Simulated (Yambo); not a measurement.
```xyz
8
Lattice="3.0757 0.0000 0.0000 -1.5378 2.6636 0.0000 0.0000 0.0000 10.0707" Properties=species:S:1:pos:R:3 pbc="T T T"
C      1.5378     0.8879     7.5510
C      0.0000     1.7758     2.5156
C      0.0000     0.0000     5.0400
C      0.0000     0.0000     0.0046
Si     1.5378     0.8879     9.4447
Si     0.0000     1.7758     4.4093
Si     0.0000     0.0000     6.9275
Si     0.0000     0.0000     1.8922
```

Response from Yambo on PBEsol (Quantum ESPRESSO, PseudoDojo norm-conserving, 82 Ry, no spin-orbit coupling) bands: 15×15×4 mesh, 62 bands, 3 Ry local-field block, 0.2 eV broadening.

Give the static electronic dielectric constant without and with local fields along each axis.


| field along | ε(0), independent particles | ε(0), RPA with local fields | refractive index √ε |
|---|---|---|---|
| x | 7.34 | 6.95 | 2.64 |
| z | 7.65 | 7.27 | 2.70 |
Electronic (clamped-ion) response only. PBEsol gaps are usually too small, which raises these values. Convergence of the RPA response with its 15×15×4 mesh was not tested. x, y and z are Cartesian axes of the cell as given.

Geometry of the Materials Project entry, not relaxed at this level.
